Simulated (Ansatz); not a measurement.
Start of a relaxation of ZnB4:

```cif
data_structure
_symmetry_space_group_name_H-M 'P 1'
_symmetry_Int_Tables_number 1
_cell_length_a 2.6455
_cell_length_b 2.6455
_cell_length_c 4.4524
_cell_angle_alpha 90.000
_cell_angle_beta 90.000
_cell_angle_gamma 90.000
_cell_volume 31.16
loop_
_atom_site_label
_atom_site_type_symbol
_atom_site_fract_x
_atom_site_fract_y
_atom_site_fract_z
_atom_site_occupancy
Zn1 Zn 0.00000 0.00000 0.50000 1
B1 B 0.35910 0.35910 0.50000 1
B2 B 0.64090 0.64090 0.50000 1
B3 B 0.35910 0.64090 0.50000 1
B4 B 0.64090 0.35910 0.50000 1
```

Theory: DFT PBE, scalar-relativistic, plane waves, PAW in Ansatz. Cutoff 420 eV, Gaussian smearing, Γ-centred meshes. Cell and atoms relax first on a coarse mesh and then on a finer one. In between, the cell is made exact in the group found at 0.06 Å. In metals the finer mesh still leaves noise of several meV/atom or more. The steps can't lower the symmetry of their start. No spin polarisation.

A guess keeps its type if space group and coordination stay and the shape of the cell changes little (axis ratios within about 15 %, angles within 6°); the volume may change.

Question: Does this structure survive the relaxation?

Answer: It doesn't keep its type. The symmetry stays P4/mmm (No. 123). The volume per atom grows by 58.3 %, from 6.2 to 9.9 Å³. The shortest distance goes from 0.75 Å (B–B) to 1.72 Å (B–B). The ratio c/a of the conventional cell changes by a factor of 0.27. Counting neighbours within 15 % of an atom's shortest distance, the start has B 2, Zn 4 and the end B 2, Zn 6. In detail, at the end around Zn lie 2 Zn at 2.16 Å and 4 B at 2.17 Å; around B lie 2 B at 1.72 Å, 2 B at 2.16 Å and 1 Zn at 2.17 Å.

```
Zn B
1.0
     4.78233    0.00000    0.00000
     0.00000    4.78233    0.00000
     0.00000    0.00000    2.15676
Zn B
1 4
Direct
  0.00000 0.00000 0.50000
  0.32015 0.32015 0.50000
  0.67985 0.67985 0.50000
  0.32015 0.67985 0.50000
  0.67985 0.32015 0.50000
```

The last run used an 8×8×18 mesh (in the run's order of axes) for its 5-atom cell and Gaussian smearing of 0.10 eV. A structure relaxed within its symmetry needn't be a true minimum. Another cell of ZnB4 relaxed alike, in P1, lies 0.78 eV/atom lower, so this cell isn't the stable form at this level.
